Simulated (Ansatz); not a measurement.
## Ge5Pd: start and end of a relaxation

A trial structure of Ge5Pd was built thus: random cell by space group and Wyckoff sites (P6/mmm, No. 191). Lengths were set from tabulated atomic sizes, so they are only a guess.

start.cif

```cif
data_structure
_symmetry_space_group_name_H-M 'P6/mmm'
_symmetry_Int_Tables_number 191
_cell_length_a 5.1064
_cell_length_b 5.1064
_cell_length_c 5.4670
_cell_angle_alpha 90.000
_cell_angle_beta 90.000
_cell_angle_gamma 120.000
_cell_volume 123.46
loop_
_atom_site_label
_atom_site_type_symbol
_atom_site_symmetry_multiplicity
_atom_site_Wyckoff_symbol
_atom_site_fract_x
_atom_site_fract_y
_atom_site_fract_z
_atom_site_occupancy
Ge1 Ge 2 d 0.33333 0.66667 0.50000 1
Ge2 Ge 2 c 0.33333 0.66667 0.00000 1
Ge3 Ge 1 b 0.00000 0.00000 0.50000 1
Pd1 Pd 1 a 0.00000 0.00000 0.00000 1
```

The calculation used DFT PBE, scalar-relativistic, plane waves, PAW (Ansatz). Cutoff 420 eV, Gaussian smearing, Γ-centred meshes. Cell and atoms relax first on a coarse mesh and then on a finer one. In between, the cell is made exact in the group found at 0.06 Å. In metals the finer mesh still leaves noise of several meV/atom or more. The steps can't lower the symmetry of their start. No spin polarisation in the relaxation; trial moments died out in a coarse test.

end.cif

```cif
data_structure
_symmetry_space_group_name_H-M 'P6/mmm'
_symmetry_Int_Tables_number 191
_cell_length_a 4.8622
_cell_length_b 4.8622
_cell_length_c 5.3224
_cell_angle_alpha 90.000
_cell_angle_beta 90.000
_cell_angle_gamma 120.000
_cell_volume 108.97
loop_
_atom_site_label
_atom_site_type_symbol
_atom_site_symmetry_multiplicity
_atom_site_Wyckoff_symbol
_atom_site_fract_x
_atom_site_fract_y
_atom_site_fract_z
_atom_site_occupancy
Ge1 Ge 2 d 0.33333 0.66667 0.50000 1
Ge2 Ge 2 c 0.33333 0.66667 0.00000 1
Ge3 Ge 1 b 0.00000 0.00000 0.50000 1
Pd1 Pd 1 a 0.00000 0.00000 0.00000 1
```

The symmetry stays P6/mmm (No. 191). The volume per atom shrinks by 11.7 %, from 20.6 to 18.2 Å³. The shortest distance goes from 2.73 Å (Ge–Pd and Ge–Ge) to 2.66 Å (Ge–Pd and Ge–Ge).

| Property | Result |
| --- | --- |
| Volume per atom | 18.16 Å³ |
| Density | 7.16 g/cm³ |
| Formation energy | +0.08 eV/atom |
| Gap on the 12×12×8 mesh of the 6-atom cell | 0 eV (a metal) |

The zero of energy is the elements' standard structures at the same level; no fitted shifts are applied. It can't be a ground state, since the elements alone are lower.

The last run used Gaussian smearing of 0.10 eV. Symmetry constrained the relaxation, so the result can be a saddle point. In all, the 3 runs took 3.1 min on 1 thread of Arm Neoverse V1, with other jobs on the host.
